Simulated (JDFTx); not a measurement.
| Item | Result |
|---|---|
| surface | As(1 0 -1 1) |
| bulk | As, R-3m, lattice of mp-11 (not re-optimised) |
| slab | 6 atoms in 6 planes, 1x1, 8.0 Å between the outermost planes |
| in-plane cell | 3.755 × 4.292 Å, 14.49 Å² |
| cell height | 24.0 Å |
| sampling | 6×6×1 k mesh, Fermi smearing 0.01 Ha, no spin polarisation |

Computed with JDFTx (a modified build): PBE, GBRV ultrasoft potentials, plane waves to 20/100 Ha. Vacuum. The outer atoms relax from bulk positions, keeping the cell's symmetry; the lattice is not PBE's own optimum in this code, and that strain can shift the moves by a few hundredths of an ångström. Input:

```
lattice \
  7.0955810315 3.5477905158 0.0000000000 \
  0.0000000000 7.2937068348 0.0000000000 \
  0.0000000000 0.0000000000 45.3534269910
coords-type Lattice
ion As 0.3539597250 0.7920805500 -0.1658722880 1
ion As 0.5924502760 0.3150994480 -0.0942032680 0
ion As 0.9722609750 0.5554780500 -0.0358345100 0
ion As 0.2107515260 0.0784969480 0.0358345100 0
ion As 0.5905622250 0.3188755500 0.0942032680 0
ion As 0.8290527760 0.8418944480 0.1658722880 1
ion-species pseudo/as_pbe_v1.upf
elec-cutoff 20 100
elec-ex-corr gga-PBE
coulomb-interaction Slab 001
coulomb-truncation-embed 0 0 0
kpoint-folding 6 6 1
elec-smearing Fermi 0.01
lcao-params 10
elec-n-bands 26
electronic-scf nIterations 100 energyDiffThreshold 1e-07
ionic-minimize nIterations 10 energyDiffThreshold 1e-5 knormThreshold 4e-4
dump-name vac.$VAR
dump End State Ecomponents EigStats BandEigs Forces ElecDensity IonicPositions Fillings Kpoints Dtot
```

Task: How far do the free atoms of the upper face move along the normal, and how much energy is released?

Result: As (atom 6) -0.31 Å (positive: outward). The free energy falls by 0.235 eV per cell, 130 mJ/m².
